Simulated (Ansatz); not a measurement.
Method: DFT PBE, scalar-relativistic, plane waves, PAW (Ansatz 0.2.0). Settings: cutoff 420 eV, Γ-centred meshes spaced at most about 0.3 Å⁻¹ (2π included), Gaussian smearing. No spin polarisation in the final relaxations.

All energies are static (0 K, no zero-point motion).

Two forms of ZnIn2Cl4 were relaxed alike.

A.

```
Zn In Cl
1.0
    -2.53437    2.53437    7.76932
     2.53437   -2.53437    7.76932
     2.53437    2.53437   -7.76932
Zn In Cl
1 2 4
Cartesian
  0.0000 0.0000 0.0000
  0.0000 0.0000 5.6232
  0.0000 0.0000 9.9154
  0.0000 0.0000 13.1524
  2.5344 0.0000 0.0000
  0.0000 2.5344 0.0000
  0.0000 0.0000 2.3862
```

B.

```
Zn In Cl
1.0
    -3.72328    3.72328    4.09820
     3.72328   -3.72328    4.09820
     3.72328    3.72328   -4.09820
Zn In Cl
1 2 4
Direct
  0.00000 0.00000 0.00000
  0.75000 0.25000 0.50000
  0.25000 0.75000 0.50000
  0.22402 0.22402 0.44804
  0.22402 0.77598 0.00000
  0.77598 0.77598 0.55196
  0.77598 0.22402 0.00000
```

Task: Which would you expect to be lower, and how large is the difference?

Result: A is lower, by 24 meV/atom. A has the K2NiF4 type, space group I4/mmm (No. 139), 28.5 Å³/atom and a gap of 2.11 eV on its mesh; B has space group I4/mmm (No. 139), 32.5 Å³/atom and a gap of 2.25 eV. Counting Cl atoms around In and Zn (those within 1.25 times the shortest such distance or 1.15 times the sum of covalent radii; the shortest distance is added where it is long for a bond), A has Zn 6, In 9 from 3.2 Å and B has Zn 4, In 8 from 3.3 Å. The denser one is the lower, and pressure would at first widen the difference. In A, Zn has 2 Cl at 2.39 Å and 4 Cl at 2.53 Å; In has 5 Cl at 3.24–3.32 Å and 4 Cl at 3.59 Å; around Cl on a site of symmetry 4mm lie 1 Zn at 2.39 Å, 1 In at 3.24 Å, 4 Cl at 3.48 Å and 4 In at 3.59 Å; 1 more site not described. In B, Zn is surrounded by 4 Cl at 2.36 Å and 8 In at 4.25 Å; In has 8 Cl at 3.35 Å, 2 In at 4.10 Å and 4 Zn at 4.25 Å; around Cl lie 1 Zn at 2.36 Å, 2 Cl at 3.34 Å and 4 In at 3.35 Å. Both come from invented guesses.

Kohn–Sham gaps at this level usually fall short of measured ones. Cells relaxed within their symmetry can be saddle points.
